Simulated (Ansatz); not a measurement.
AgI:
```
CELL_PARAMETERS angstrom
      4.43616     0.00000     0.00000
     -2.21808     3.84183     0.00000
      0.00000     0.00000    14.61209
ATOMIC_POSITIONS crystal
  Ag 0.00000 0.00000 0.32149
  Ag 0.00000 0.00000 0.82149
  Ag 0.66667 0.33333 0.42876
  Ag 0.33333 0.66667 0.92876
  I  0.00000 0.00000 0.01833
  I  0.00000 0.00000 0.51833
  I  0.66667 0.33333 0.23142
  I  0.33333 0.66667 0.73142
```

This is the PBE+D3(BJ)-relaxed structure. Cartesian axes are those of the cell as given.

**Question.** All from the program Ansatz at the PBE+D3(BJ) level (PAW), unless another level is named. Estimate the electron effective mass.

**Answer.** 0.17, 0.24, 0.24 mₑ (principal values).

**Question.** Give the hole effective mass with spin–orbit coupling.

**Answer.** 0.32, 0.32, 1.6 mₑ (principal values).

**Question.** Give the gap with spin–orbit coupling.

**Answer.** 1.16 eV.

**Question.** Next, the hole effective mass, band 1 of 2 at the edge?

**Answer.** 5.0 along x, 1.9 along z (mₑ).

Space group P6_3mc. The workflow started from a Materials Project entry (that database holds measured and hypothetical structures alike). Its sites differ from those of the usual phase in this space group: another stacking or structure type. Symmetry was held in the PBE+D3(BJ) relaxation; whether a distortion lowers the energy is not shown. No spin polarisation was allowed. Scalar-relativistic: spin–orbit coupling is off unless named, which matters more the heavier the elements.

Potentials: the earlier of the program's two PAW sets.
